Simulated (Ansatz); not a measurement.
Space group Im-3m (No. 229). a = 5.225 Å, b = 5.225 Å, c = 5.225 Å, α = 90.00°, β = 90.00°, γ = 90.00°
```json
{"atom": "K", "site": "2a", "symmetry": "m-3m", "x": "0.0000", "y": "0.0000", "z": "0.0000"}
```

Equation of state of this K structure (not necessarily the ground state), with shape and atoms relaxed at each volume where symmetry leaves them free. It has no gap at any of these volumes. Theory: Ansatz, DFT PBEsol, scalar-relativistic, plane waves, PAW.

Plane waves to 420 eV, a k mesh through Γ of 12×12×12 on the computed 1-atom cell and Gaussian smearing (0.10 eV); no spin polarisation.

| V (Å³/atom) | E − E(largest V) (meV/atom) | P (GPa) |
| --- | --- | --- |
| 67.044 | -0.59 | 0.23 |
| 69.183 | -2.75 | 0.10 |
| 71.323 | -3.23 | -0.02 |
| 73.463 | -2.25 | -0.12 |
| 75.602 | 0.00 | -0.21 |

Question: Fit a third-order Birch–Murnaghan equation to E(V).

Answer: V0 = 70.91 Å³/atom, B0 = 4 GPa, B0' = 3.7.